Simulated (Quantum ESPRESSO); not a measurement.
```xyz
2
Lattice="3.9999 0.0000 0.0000 0.0000 3.9999 0.0000 0.0000 0.0000 3.9999" Properties=species:S:1:pos:R:3 pbc="T T T"
Br     2.0000     2.0000     2.0000
Tl     0.0000     0.0000     0.0000
```

The geometry is that of Materials Project entry mp-22875, symmetrised and not relaxed again.

**Question.** What does LDA (Quantum ESPRESSO, PseudoDojo norm-conserving, 62 Ry, without SOC) give for the electronic structure near the Fermi level?

**Answer.** The LDA gap is direct, 1.71 eV at X. Spin-orbit coupling is left out; with 6p states at a band edge it can lower the gap by many tenths of an eV, most of a small gap.
